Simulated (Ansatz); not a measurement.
TiN (rock salt), conventional cell a = b = c = 4.247 Å, α = β = γ = 90.00°. The calculation uses the primitive cell of 2 atoms, to which meshes and values per cell refer.

Two coordinates are scanned: the volume, and the ratio of the stretch along z (the conventional c axis) to the stretch across it. Atoms keep their fractional coordinates.

The numbers are results of PBE (plane waves to 420 eV, PAW, scalar-relativistic; Ansatz, a first-principles code), not measurements. k mesh 19×19×19 (Γ-centred), Fermi-Dirac smearing 0.05 eV. Stress and pressure are positive under compression. With partly filled bands, the response to shear is sensitive to the k mesh, so small differences along c/a are uncertain. The PAW data are Ansatz's earlier set. TiN is run without spin polarisation. TiN was relaxed with its symmetry unable to fall. 

```
σzz − σxx (GPa)       V/V₀ = 0.960  V/V₀ = 0.973  V/V₀ = 0.987  V/V₀ = 1.000  V/V₀ = 1.013  V/V₀ = 1.027  V/V₀ = 1.040
--------------------  ------------  ------------  ------------  ------------  ------------  ------------  ------------
(c/a)/(c/a)₀ = 0.960          24.0          22.5          21.1          19.7          18.5          17.3          16.1
(c/a)/(c/a)₀ = 0.973             …          14.3          13.4          12.6          11.7          11.0             …
(c/a)/(c/a)₀ = 0.987           7.3           6.8           6.4           6.0           5.6           5.2           4.9
(c/a)/(c/a)₀ = 1.000           0.0           0.0           0.0           0.0           0.0           0.0           0.0
(c/a)/(c/a)₀ = 1.013          -7.0          -6.5          -6.1          -5.7          -5.3          -5.0          -4.6
(c/a)/(c/a)₀ = 1.027         -13.9         -13.0         -12.1         -11.3         -10.6          -9.8          -9.2
(c/a)/(c/a)₀ = 1.040         -20.5         -19.2         -17.9         -16.7         -15.6         -14.5         -13.5
```

Task: What belongs in the gaps?

Result: 
- (c/a)/(c/a)₀ = 0.973, V/V₀ = 0.960: 15.3
- (c/a)/(c/a)₀ = 0.973, V/V₀ = 1.040: 10.2

(Under strain, the slope of the energy per volume gives the stress and its curvature an elastic modulus.)
